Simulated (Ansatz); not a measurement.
Si2Mo in space group Fddd (No. 70; Si on 16f, Mo on 8a) under volume change, r²SCAN (plane waves, PAW; program Ansatz), shape and atoms relaxed at each volume.

```
V (Å³/atom)  E − E(relaxed) (meV/atom)  P (GPa)
-----------  -------------------------  -------
12.509                            36.1    15.39
12.908                             8.5     7.03
13.307                             0.0     0.00
13.707                             7.5    -5.81
14.106                            27.9   -10.38
```

Problem. What does a third-order Birch–Murnaghan fit give for V₀, B₀ and B′?

Solution. V₀ = 13.31 Å³/atom, B₀ = 210 GPa, B′ = 5.5.

The start of the workflow was typed in or built on a structure type; neither database checked (COD, Materials Project) lists it. It is not the phase usual at ambient conditions (space group No. 139). The cell was relaxed with r²SCAN under the symmetry of its start; whether a distortion lowers the energy is not shown. The run is not spin-polarised.

Potentials: the earlier of the program's two PAW sets.
